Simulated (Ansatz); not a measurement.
GaP:
```
CELL_PARAMETERS angstrom
      1.92681     1.11244     6.39009
     -1.92681     1.11244     6.39009
      0.00000    -2.22489     6.39009
ATOMIC_POSITIONS crystal
  Ga 0.43547 0.43547 0.43547
  Ga 0.56453 0.56453 0.56453
  P  0.05735 0.05735 0.05735
  P  0.94265 0.94265 0.94265
```

Relaxed with HSE06.

### Question
Give the Bader charges and basin volumes of the independent atoms, DFT-HSE06 in the program Ansatz with PAW potentials.

### Answer


```csv
atom,Bader charge (e),Bader volume (Å³)
Ga1,+0.66,17.4
P3,-0.66,23.7
```

Space group R-3m. The workflow started from a Materials Project entry (that database holds measured and hypothetical structures alike); the Crystallography Open Database copy checked does not list it. It is not the phase usual at ambient conditions (space group No. 216). The cell was relaxed with HSE06 under the symmetry of its start; its stability against distortions is not shown here. Scalar-relativistic: spin–orbit coupling is off unless named, which matters more the heavier the elements.

Potentials: the later of the program's two PAW sets.
